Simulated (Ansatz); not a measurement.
This cell of NiO (rock salt) is off equilibrium:

```xyz
2
Lattice="0.0000 2.1079 2.1079 2.1079 0.0000 2.1079 2.1079 2.1079 0.0000" Properties=species:S:1:pos:R:3 pbc="T T T"
O      0.0000     0.0000     0.3533
Ni     2.1079     2.1079     2.1079
```

Level of theory: PBE (plane waves to 420 eV, PAW, scalar-relativistic; Ansatz, a program for electronic structure). k mesh 15×15×15 (Γ-centred), Fermi-Dirac smearing 0.05 eV. The energy includes the smearing's −TS. Compression counts positive. The magnetisation changes by over a third across the map, so nothing is fitted. With partly filled bands, energies and forces of such displacements shift with the k mesh and the smearing. NiO is run spin-polarised and with no Hubbard U; the real compound is an antiferromagnetic insulator, a state that this run doesn't describe. NiO was relaxed with its symmetry unable to fall. Relaxed NiO ends ferromagnetic. The magnetic order is the one the run started from; other orders were not tried.

Task: Predict the force on every atom, in eV/Å.

Result: 
```json
[
 {"atom": "O1", "Fx": "0.000", "Fy": "0.000", "Fz": "-3.142"},
 {"atom": "Ni2", "Fx": "0.000", "Fy": "0.000", "Fz": "3.142"}
]
```

Task: Give the stress tensor in GPa and the pressure.

Result: 
```
   -1.0      0.0      0.0
    0.0     -1.0      0.0
    0.0      0.0     47.7
```
The pressure, a third of the trace, is 15.2 GPa.

Task: In it atom 1 sits (0.000, 0.000, 0.353) Å away from its relaxed site. What is its energy relative to the relaxed cell?

Result: 325 meV/cell.

(For displaced atoms, the force is minus the slope of the energy, and its curvature is a force constant, which sets phonon frequencies.)
